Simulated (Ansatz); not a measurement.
## Li$_{2}$FeS$_{2}$ (P-3m1): electronic heat capacity from the density of states

Computed with Ansatz, DFT PBEsol, scalar-relativistic, plane waves, PAW.

Plane waves to 420 eV, a k mesh through Γ of 12×12×6 on the computed 5-atom cell and Gaussian smearing (0.10 eV); collinear spin from starting moments 0 0 3.72 0.17 0.17 μB.

Relaxed cell: P-3m1, a = 3.732 Å, b = 3.732 Å, c = 6.037 Å, α = 90.00°, β = 90.00°, γ = 120.00°, 5 atoms in the primitive cell. Whether it is the stable form of this composition wasn't checked.

The density of states at the Fermi level is 1.796 states/eV in the cell of 5 atoms (1 formula unit; both spins, tetrahedra on a 18×18×9 mesh). The run ends with a moment of 4.00 μB a cell (largest on a site 3.39 μB), and the figure is for this state; a paramagnetic sample can have a quite different one. Another magnetic order, if the compound takes it, can change N(E_F) and the shape of the cell a good deal, and may open a gap, where γ is close to zero.

Question: What Sommerfeld coefficient does this give?

Answer: Per formula unit N(E_F) = 1.796 states/eV. γ = (π²/3) k_B² N(E_F) N_A = 2.357 mJ/(mol K²) per state/eV, so γ = 4.2 mJ/(mol K²), a mole of formula units. This is the bare band result: a measured γ of the same phase and magnetic order is as a rule larger by a factor 1 + λ from phonons and spin fluctuations. N(E_F) at one energy is sensitive to the mesh where the density of states has sharp peaks.

The cell holds one magnetic atom, so it can only be ferromagnetic; an antiferromagnetic order may lie lower.

Only this magnetic start was tried.

Cost: 1 run of about 1 core-minutes, on Intel Xeon 6975P-C (Granite Rapids) (shared hosts).